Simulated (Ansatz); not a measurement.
SnS2 (CdI2 type)

```xyz
3
Lattice="3.6695 0.0000 0.0000 -1.8347 3.1778 0.0000 0.0000 0.0000 5.8076" Properties=species:S:1:pos:R:3 pbc="T T T"
Sn     0.0000     0.0000     0.0000
S      0.0000     2.1186     1.4783
S      1.8347     1.0593     4.3293
```

The slice is a (-1 1 0 2) plane (indices of the conventional cell) through the point (0.667, 0.333, 0.746) (fractional), spanned by u = [110] and v = [1 -1 1] in vectors of this cell: u (3.67 Å) and v (8.61 Å, at 90° to u). It covers one period; positions are fractions (u, v).

Level of theory: PBE-D3(BJ) (plane waves to 420 eV, PAW, scalar-relativistic; Ansatz, an electronic-structure program). k mesh 10×10×6. Near the nuclei the fields are pseudised (PAW); where an atom keeps semicore shells as valence, they peak there. SnS2 was relaxed with its symmetry unable to fall. The PAW data are Ansatz's earlier set.

Predict the map of the electron localisation function (ELF) on the slice.


```
|xx**@@%%::  ::%%@@**|
|@@@@@@**..  ..**@@@@|
|@@%%##--      --##%%|
|----..          ..--|
|                    |
|--::..          ..::|
|@@%%**..      ..**%%|
|@@@@%%==      ==%%@@|
|@@@@@@**..  ..**@@@@|
|@@@@%%**..  ..**%%@@|
|@@@@%%==      ==%%@@|
|%%%%**::      ::**%%|
|++++::          ::++|
|::::::..........::::|
|::::::::::::::::::::|
|xx  ::::------::::  |
|xx  ::::--::--::::  |
|  ..::::::..::::::..|
|::::::....  ....::::|
|----::..      ..::--|
|%%##++::      ::++##|
|%%%%%%++..  ..++%%%%|
|xx++%%##::  ::##%%++|
|xxxx%%%%--  --%%%%xx|
```
Scale: ten equal steps from 0.01 (start of ' ') to 0.93 (end of '@'), in the order ' .:-=+*#%@'. Values: electron localisation function (ELF). The map has 10 points along u (two characters each, u = 0 at the left) and 24 along v (v = 0 in the bottom row). Points within 0.5 Å of a nucleus are blanked (x), as the pseudised field means little there.
